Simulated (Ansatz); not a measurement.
**NaHg2: strain energy, fitted**

NaHg2, P6/mmm, a = 5.092 Å, c = 3.238 Å. The structure is a COD entry; whether it is the stable form wasn't checked. Ansatz: r2SCAN, PAW, 500 eV, Γ-centred 12×12×16 mesh on 3 atoms, Gaussian smearing 0.10 eV; no spin polarisation. Series: biaxial strain in the a-b plane, c and atoms relaxed; x is the strain in per cent. y is the free energy over the unstrained cell, V0 = 24.236 Å³/atom.

| x (%) | y (meV/atom) |
| --- | --- |
| -4.5 | ? |
| -3.0 | 9.86 |
| -1.5 | 1.91 |
| 0.0 | 0.00 |
| 1.5 | 3.00 |
| 3.0 | 10.35 |
| 4.5 | 21.27 |

Fit y = c2 x² + c3 x³ to the other rows, turn c2 into a modulus, and predict the missing energy.

Least squares on the rows shown. y = 1.0886 x² − 0.0054824 x³. In eV per unit strain² c2 is 10.89; M is the biaxial modulus (E = M V0 ε²): 10.89 × 160.2 / (24.236) = 72 GPa. With a term in x⁴ added, the coefficient of x² becomes 1.199, 10 % more, which shows how far this figure hangs on the form. At x = -4.5 the fit asked for gives 22.54 meV/atom. The run gave 25.13 meV/atom, so the fit is 2.59 meV/atom too low, 10 % of the span of the series, against an rms of 0.49 meV/atom on the fitted rows. The row lies outside the fitted range. With a term in x⁴ added, a fit to the same known rows predicts 19.51 meV/atom, further off still.

Spin–orbit coupling is left out, which can shift energies with elements as heavy as these.

Cost: 7 runs of about 20 core-minutes in all, on Arm Neoverse V1 (shared hosts).